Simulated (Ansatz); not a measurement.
MgCu4Sn in space group F-43m (No. 216; Cu on 16e, Sn on 4a, Mg on 4c), plane-wave PAW r²SCAN (Ansatz code), all energies at zero smearing, with the estimated change up to a 700 eV cutoff added, with one set of potentials and settings (totals compare only within such a set). Cell of 6 atoms (4 Cu, 1 Sn, 1 Mg): -34490.714 eV.

| element | reference phase | E (eV/atom) |
|---|---|---|
| Cu | Fm-3m, 1 atoms in the cell | -6631.2396 |
| Sn | Fd-3m, 2 atoms in the cell | -6038.6401 |
| Mg | P6_3/mmc, 2 atoms in the cell | -1926.4086 |

Formation energy per atom, worked out: (-34490.714 − 4×(-6631.2396) − 1×(-6038.6401) − 1×(-1926.4086))/6 = -0.118 eV/atom (-11 kJ per mol of atoms), at 0 K, without zero-point energy or fitted corrections.

The workflow started from an entry of the Crystallography Open Database (COD). Its standing as an ambient phase is unchecked. Symmetry was held in the r²SCAN relaxation; whether a distortion lowers the energy is not shown. The run is not spin-polarised. The references are the lowest solids computed at this level, not always the standard phases. Scalar-relativistic: spin–orbit coupling is off unless named, which matters more the heavier the elements.

Potentials: the later of the program's two PAW sets.
